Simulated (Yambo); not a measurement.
Yambo run on Mg₂Ge (anti-fluorite, space group Fm-3m, No. 225). The wavefunctions are PBE (stringent potentials; Quantum ESPRESSO, PseudoDojo norm-conserving, 124 Ry, scalar-relativistic) ones on a 4×4×4 mesh (21 occupied bands); a = b = c = 4.499 Å, α = β = γ = 60.00°.

Yambo input:

```
rim_cut
gw0
dyson
el_el_corr
HF_and_locXC
ppa
em1d
RandQpts= 1000000
RandGvec= 1 Ry
EXXRLvcs= 124 Ry
VXCRLvcs= 496 Ry
Chimod= "HARTREE"
% BndsRnXp
 13 | 286 |
%
NGsBlkXp= 15 Ry
% LongDrXp
 1.0 | 1.0 | 1.0 |
%
PPAPntXp= 27.2114 eV
% GbndRnge
 1 | 152 |
%
GTermKind= "BG"
DysSolver= "n"
ExtendOut
% QPkrange
 1 | 1 | 21 | 22 |
 7 | 7 | 22 | 22 |
%
```

k points by index: 1 = Γ, 7 = X.

Table of the .qp output:

```
#    K-point    Band    Eo [eV]    E [eV]    E-Eo [eV]    Vxc [eV]    Vnlxc [eV]    Sc|Eo [eV]    Sc|E [eV]    dSc/dw|Eo [eV]    Re(Z)    Im(Z)
#
    1    21    0.000000    -0.612110    -0.612110    -11.40514    -12.60055    0.402105    0.583301    -8.053833    0.771617    -0.001823
    1    22    1.088474    1.118583    0.030109    -11.26095    -7.421699    -3.800466    -3.809141    -7.800699    0.777195    -0.001835
    7    22    0.135487    -0.016293    -0.151780    -8.154603    -4.913344    -3.434996    -3.393040    -7.529187    0.783270    -0.001850
```
(The two width columns are left out.) Convergence of these settings isn't established.

Spin-orbit coupling is not included.

Geometry relaxed with PBEsol.
